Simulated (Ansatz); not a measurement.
## Zn2InGaO5: computed property card

Zn2InGaO5:
```yaml
crystal:
  lattice:
    - [3.29969, 0.00000, 0.00000]
    - [-1.64985, 2.85762, 0.00000]
    - [0.00000, 0.00000, 22.37348]
  atoms:
    - { symbol: Zn, position: [0.33333, 0.66667, 0.63567] }
    - { symbol: Zn, position: [0.66667, 0.33333, 0.36433] }
    - { symbol: Zn, position: [0.66667, 0.33333, 0.13567] }
    - { symbol: Zn, position: [0.33333, 0.66667, 0.86433] }
    - { symbol: In, position: [0.00000, 0.00000, 0.50000] }
    - { symbol: In, position: [0.00000, 0.00000, 0.00000] }
    - { symbol: Ga, position: [0.00000, 0.00000, 0.75000] }
    - { symbol: Ga, position: [0.00000, 0.00000, 0.25000] }
    - { symbol: O, position: [0.33333, 0.66667, 0.54819] }
    - { symbol: O, position: [0.66667, 0.33333, 0.45181] }
    - { symbol: O, position: [0.66667, 0.33333, 0.04819] }
    - { symbol: O, position: [0.33333, 0.66667, 0.95181] }
    - { symbol: O, position: [0.00000, 0.00000, 0.66229] }
    - { symbol: O, position: [0.00000, 0.00000, 0.33771] }
    - { symbol: O, position: [0.00000, 0.00000, 0.16229] }
    - { symbol: O, position: [0.00000, 0.00000, 0.83771] }
    - { symbol: O, position: [0.33333, 0.66667, 0.75000] }
    - { symbol: O, position: [0.66667, 0.33333, 0.25000] }
```

Space group P6_3/mmc (No. 194); conventional cell a = b = 3.300 Å, c = 22.373 Å, α = β = 90.00°, γ = 120.00°.

Method: plane-wave PAW r²SCAN (Ansatz code). The cell and atoms are relaxed at this level. Other levels are named where they apply.

**Cell and energy**

```yaml
volume_per_atom: 11.72 Å³
density: 6.22 g/cm³
Formation energy from the elements (no fitted shifts): -1804 meV/atom
```

**Electronic structure**

```yaml
band_gap: 1.82 eV (direct)
valence_band_maximum: at Γ
conduction_band_minimum: at Γ
electron_effective_mass: 0.22 mₑ (isotropic)
Electron effective mass with spin–orbit coupling: 0.23 mₑ (isotropic)
Hole effective mass, band 1 of 2 at the edge: 2.3 along x, 17 along z (mₑ)
Hole effective mass, band 2 of 2 at the edge: 1.7 along x, 17 along z (mₑ)
Hole effective mass with spin–orbit coupling: 2.0, 2.0, 19 mₑ (principal values)
HSE06 gap on the r²SCAN cell: 3.06 eV
Gap with spin–orbit coupling: 1.80 eV
```

**Mechanics**

```yaml
Bulk modulus (Birch–Murnaghan fit): 172 GPa
Pressure derivative B′: 4.5
Elastic constants (relaxed ions, GPa): C11 = 249, C12 = 143, C13 = 124, C33 = 274, C44 = 53.0
mechanical_stability: stable (all eigenvalues of C positive)
hill_bulk_and_shear_moduli: 173 and 56.8 GPa
Young's modulus: 154 GPa
Poisson's ratio: 0.35
debye_temperature_from_the_elastic_constants: 445 K
```

**Charges**

```yaml
bader_charges: Zn +1.31, In +1.95, Ga +1.97, O -1.34 to -1.30 e
```

The workflow started from a Materials Project entry (that database holds measured and hypothetical structures alike); the Crystallography Open Database copy checked does not list it. Its standing as an ambient phase is unchecked. The cell was relaxed with r²SCAN under the symmetry of its start; whether a distortion lowers the energy is not shown. The references are the lowest solids computed at this level, not always the standard phases (solids in place of the gases). Scalar-relativistic: spin–orbit coupling is off unless named, which matters more the heavier the elements.

Potentials: the later of the program's two PAW sets.
